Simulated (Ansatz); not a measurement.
SiW (rock salt, Fm-3m) at seven volumes, PBEsol in the plane-wave PAW code Ansatz, scaled uniformly. One row is withheld.

```tsv
V (Å³/atom)	P (GPa)
14.049	22.96
14.513	14.10
14.976	6.51
15.439	0.00
15.902	?
16.365	-10.38
16.828	-14.49
```

### Question
Fit the shown pressures and predict the withheld one.

### Answer
P = (3/2)B₀(x^(7/2) − x^(5/2))[1 + (3/4)(B′ − 4)(x − 1)] with x = (V₀/V)^(2/3). Least squares on the six rows gives V₀ = 15.439 Å³/atom, B₀ = 201 GPa, B′ = 4.08. At V = 15.902, x = 0.9805 and P = -5.59 GPa. The run itself gave -5.59 GPa.

A made-up cell: these elements were put on the sites of a structure type; neither database checked (COD, Materials Project) lists it. Whether it is the stable phase at ambient conditions was not checked. The PBEsol relaxation kept the symmetry of its start. At this level the phase is mechanically unstable. The run is not spin-polarised. Spin–orbit coupling is left out wherever it is not named.

Potentials: the later of the program's two PAW sets.
